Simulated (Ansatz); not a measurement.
## SrFeO3: a fit and a missing row

SrFeO3, Pm-3m, a = 3.787 Å. The structure is a Materials Project entry; whether it is the stable form wasn't checked. Ansatz: PBEsol, PAW, 420 eV, Γ-centred 10×10×10 mesh on 5 atoms, Gaussian smearing 0.10 eV; collinear spin, largest moment 2.6 μB. Symmetry fixes shape and atoms, so the cell is only scaled; pressure is positive in compression.

| V (Å³/atom) | P (GPa) |
| --- | --- |
| 9.556 | 26.94 |
| 9.882 | 18.92 |
| 10.208 | 12.53 |
| 10.534 | 5.83 |
| 10.860 | -0.01 |
| 11.185 | -5.00 |
| 11.511 | -9.19 |
| 11.945 | ? |

Question: Take V0 = 10.860 Å³/atom, count pressures from its P0 = -0.01 GPa, fit the third-order Birch–Murnaghan form to the other rows, and predict the missing pressure.

Answer: With the Eulerian strain f = ½[(V0/V)^(2/3) − 1] and y = (P − P0)/[3f(1 + 2f)^(5/2)], the form is the line y = B0 + 1.5 B0 (B0′ − 4) f. Rows (f, y): 0.04451, 163.1; 0.03247, 166.0; 0.02107, 178.9; 0.01026, 180.3; -0.00973, 179.6; -0.01903, 177.2. Means f = 0.01326, y = 174.18; Σ(Δf)² = 0.002987, ΣΔfΔy = -0.7070; the slope is their ratio. y = 177.3 − 236.7 f GPa, so B0 = 177.3 GPa and B0′ = 4 + 2 × (-236.7)/(3 × 177.3) = 3.11. At V = 11.945, f = -0.03076, y = 184.58 and P = -14.54 GPa. The run gave -13.74 GPa, so the fit is 0.80 GPa too low, 2 % of the span of the series, against an rms of 0.37 GPa on the fitted rows. The row lies outside the fitted range. The points of y bend away from a line: a fourth-order term fitted to them gives P = -13.52 GPa at this row's volume (the line -14.54, the run -13.74). The records add, with no proof that it causes the miss: the largest moment runs from 2.12 to 2.73 μB along the series. With a term in f² added B0′ becomes 3.99, so this figure hangs on the form.

The largest moment runs from 2.12 to 2.73 μB along the series, so B0 and B0′ hold the change of the moment too.

The cell holds one magnetic atom, so it can only be ferromagnetic; an antiferromagnetic order may lie lower.

Symmetry holds off the tilts and polar distortions that many cubic perovskites undergo.